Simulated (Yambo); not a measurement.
Quantum ESPRESSO input (LDA, PseudoDojo standard norm-conserving files, scalar-relativistic) whose wavefunctions are converted with p2y:

```
&CONTROL
  calculation = 'nscf'
  pseudo_dir = './pseudo'
  outdir = './out'
/
&SYSTEM
  ibrav = 0
  nat = 10
  ntyp = 4
  ecutwfc = 86.0
  ecutrho = 344.0
  occupations = 'fixed'
  force_symmorphic = .true.
  nbnd = 316
/
&ELECTRONS
  conv_thr = 1e-08
  diago_full_acc = .true.
  diago_thr_init = 1e-08
/
ATOMIC_SPECIES
Cl 35.4500 Cl.upf
Sc 44.9559 Sc.upf
Ag 107.8682 Ag.upf
Cs 132.9055 Cs.upf
CELL_PARAMETERS angstrom
  0.000000000000   5.300765000000   5.300765000000
  5.300765000000   0.000000000000   5.300765000000
  5.300765000000   5.300765000000   0.000000000000
ATOMIC_POSITIONS crystal
Cl   0.763050000000   0.236950000000   0.236950000000
Cl   0.236950000000   0.763050000000   0.763050000000
Cl   0.236950000000   0.763050000000   0.236950000000
Cl   0.763050000000   0.236950000000   0.763050000000
Cl   0.236950000000   0.236950000000   0.763050000000
Cl   0.763050000000   0.763050000000   0.236950000000
Sc   0.000000000000   0.000000000000   0.000000000000
Ag   0.500000000000   0.500000000000   0.500000000000
Cs   0.750000000000   0.750000000000   0.750000000000
Cs   0.250000000000   0.250000000000   0.250000000000
K_POINTS automatic
1 1 1 0 0 0
```

Yambo's initialisation report on symmetry, reciprocal space, the k grid and the gaps on this mesh:

```
  [02.02] Symmetries
  ==================

  Inversion symmetry    : yes
  Spatial inversion     : yes
  Inversion index       :  25
  K-space Time-reversal : no
  Magnetic symmetries   : no
  Group table correct   : yes
  Symmetries units      :  [cc]

  [02.03] Reciprocal space
  ========================

  nG shells         :  1169
  nG charge         :  216735
  nG WFs            :  26933
  nC WFs            :  26933
  G-vecs. in first 80 shells:  [ Number ]
     1    9   15   27   51   59   65   89  113
    137   169   181   229   259   283   307   331   339
    387   411   459   531   537   561   609   645   701
    725   749   821   869   893   941   965  1037  1067
   1139  1211  1243  1291  1363  1411  1459  1471  1591
   1639  1687  1759  1807  1837  1893  1917  1989  2085
   2109  2133  2229  2277  2397  2421  2445  2565  2637
   2685  2733  2741  2837  2891  2975  3071  3119  3143
    3215   3287   3383   3479   3527   3647   3695   3719
  ...
  Shell energy in first 80 shells:  [ mHa ]
     0.0000  147.5422  196.7229  393.4458  540.9880  590.1687  786.8916  934.4337  983.6145
    1180.34      1327.88      1573.78      1721.33      1770.51      1967.23      2114.77      2163.95      2360.67
    2508.22      2557.40      2754.12      2901.66      3147.57      3295.11      3344.29      3541.01      3688.55
    3737.73      3934.46      4082.00      4131.18      4327.90      4475.45      4721.35      4868.89      4918.07
    5114.80      5262.34      5311.52      5655.78      5704.96      5901.69      6049.23      6295.13      6442.67
    6491.86      6688.58      6836.12      6885.30      7082.02      7229.57      7278.75      7475.47      7623.01
    7868.92      8016.46      8065.64      8262.36      8409.90      8459.08      8655.81      8803.35      8852.53
    9049.25      9196.80      9442.70      9590.24      9639.42      9836.14      9983.69      10032.9      10229.6
    10377.1      10426.3      10623.0      10770.6      11016.5      11164.0      11213.2      11409.9
  ...

  [02.04] K-grid lattice
  ======================

  Compatible Grid is   : 0D
  K lattice UC volume  :  0.123395 [a.u.]

  IBZ K-points                                      :  1
  BZ  K-points                                      :  1

  K/Q-points units:
  rlu = crystal or reduced units; cc = cartesian coordinates; iku = interal k-units

  K [1]          [rlu]:  0.000000  0.000000  0.000000
         WF components:  26933

  [02.05] Energies & Occupations
  ==============================

  [X] === General ===
  [X] Electronic Temperature                        :  0.000000  0.000000 [eV K]
  [X] Bosonic    Temperature                        :  0.000000  0.000000 [eV K]
  [X] Finite Temperature mode                       : no
  [X] El. density                                   :  0.30213E+24 [cm-3]
  [X] Fermi Level                                   :  2.611100 [eV]

  [X] === Gaps and Widths ===
  [X] Conduction Band Min                           :  3.761928 [eV]
  [X] Valence Band Max                              :  0.000000 [eV]
  [X] Filled Bands                                  :   45
  [X] Empty Bands                                   :   46  316
  [X] Direct Gap                                    :  3.761928 [eV]
  [X] Direct Gap localized at k                     :  1
```
The gaps are LDA values on this mesh alone; only operations without fractional translations are kept.

Spin-orbit coupling is not included.

Geometry of the Materials Project entry, not relaxed at this level.
